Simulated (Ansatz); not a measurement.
## Property card for Li2CeP2

Li₂CeP₂:
```
Li2CeP2
1.0
    4.15187     0.00000     0.00000
   -2.07594     3.59563     0.00000
    0.00000     0.00000     6.65645
Li Ce P
2 1 2
Direct
  0.66667   0.33333   0.37877
  0.33333   0.66667   0.62123
  0.00000   0.00000   0.00000
  0.66667   0.33333   0.76872
  0.33333   0.66667   0.23128
```

Space group P-3m1 (No. 164); conventional cell a = b = 4.1519 Å, c = 6.6565 Å, α = β = 90.00°, γ = 120.00°.

Method: r²SCAN (plane waves, PAW; program Ansatz). Geometry: relaxed at this level of theory. Other levels are named where they apply.

### Cell and energy

```json
{
  "volume_per_atom": "19.87 Å³",
  "density": "3.61 g/cm³",
  "Formation energy from the elements (no fitted shifts)": "-1.15 eV/atom"
}
```

### Electronic structure

```json
{
 "band_gap": "0.92 eV (indirect)",
 "valence_band_maximum": "at Γ",
 "conduction_band_minimum": "at A",
 "smallest_direct_gap_on_the_standard_path": "0.95 eV",
 "Hole effective mass, band 1 of 2 at the edge": "1.7 along x, 2.5 along z (mₑ)",
 "Hole effective mass, band 2 of 2 at the edge": "0.46 along x, 2.5 along z (mₑ)",
 "Hole effective mass with spin–orbit coupling": "0.68, 0.68, 2.2 mₑ (principal values)",
 "Gap with spin–orbit coupling": "0.85 eV"
}
```

### Mechanics

```json
{
 "Bulk modulus (Birch–Murnaghan fit)": "56.9 GPa",
 "Pressure derivative B′": "4.3",
 "Elastic constants (relaxed ions, GPa)": "C11 = 117, C12 = 29.4, C13 = 33.9, C14 = -2.6, C33 = 92.4, C44 = 34.8",
 "mechanical_stability": "stable (all eigenvalues of C positive)",
 "hill_bulk_and_shear_moduli": "57.6 and 37.5 GPa",
 "Young's modulus": "92.4 GPa",
 "Poisson's ratio": "0.23",
 "debye_temperature_from_the_elastic_constants": "393 K"
}
```

### Dielectric response

```json
{
  "Electronic dielectric constant ε∞ (DFPT)": "14.0 (xx = yy), 8.69 (zz)",
  "Static dielectric constant ε0 (ions relaxed, cell fixed)": "26.5 (xx = yy), 13.9 (zz)",
  "Born charges (a third of the trace)": "Li +1.01, Ce +4.52, P -3.27 e"
}
```

### Phonons

```json
{
  "Highest zone-centre frequency (without LO–TO term)": "364 cm⁻¹",
  "zone_centre_stability": "no imaginary mode at Γ"
}
```

### Charges

```json
{
 "bader_charges": "Li +0.87, Ce +1.71, P -1.72 e"
}
```

The workflow started from a Materials Project entry (that database holds measured and hypothetical structures alike); the Crystallography Open Database copy checked does not list it. Its standing as an ambient phase is unchecked. The cell was relaxed with r²SCAN under the symmetry of its start. No spin polarisation was allowed. The 4f shell is in the valence. No Hubbard U is applied. The references are the lowest solids computed at this level, not always the standard phases. Spin–orbit coupling is left out wherever it is not named.

Potentials: the later of the program's two PAW sets.
